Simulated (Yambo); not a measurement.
Yambo run on Au2S (space group Pn-3m, No. 224). The wavefunctions are LDA (pw.x of Quantum ESPRESSO, ONCV potentials, no spin-orbit coupling) ones on a 2×2×2 mesh (44 occupied bands); a = b = c = 5.2740 Å, α = β = γ = 90.00°.

Yambo input:

```
rim_cut
gw0
dyson
el_el_corr
HF_and_locXC
ppa
em1d
RandQpts= 1000000
RandGvec= 1 Ry
EXXRLvcs= 76 Ry
VXCRLvcs= 304 Ry
Chimod= "HARTREE"
% BndsRnXp
 17 | 78 |
%
NGsBlkXp= 2 Ry
% LongDrXp
 1.0 | 1.0 | 1.0 |
%
PPAPntXp= 27.2114 eV
% GbndRnge
 1 | 78 |
%
GTermKind= "BG"
DysSolver= "n"
ExtendOut
% QPkrange
 1 | 1 | 44 | 45 |
%
```

k points by index: 1 = Γ.

The o-*.qp file then holds:

```
#    K-point    Band    Eo [eV]    E [eV]    E-Eo [eV]    Vxc [eV]    Vnlxc [eV]    Sc|Eo [eV]    Sc|E [eV]    dSc/dw|Eo [eV]    Re(Z)    Im(Z)
#
    1    44    0.000000    0.084566    0.084566    -18.16913    -21.21157    3.149028    3.127006    -7.098443    0.793104    -0.001637
    1    45    1.996019    2.792650    0.796630    -9.305402    -5.656267    -2.681830    -2.852504    -5.829077    0.823575    -0.001404
```
(The two width columns are left out.) Convergence of these settings isn't established.

Geometry of the Materials Project entry, not relaxed at this level.
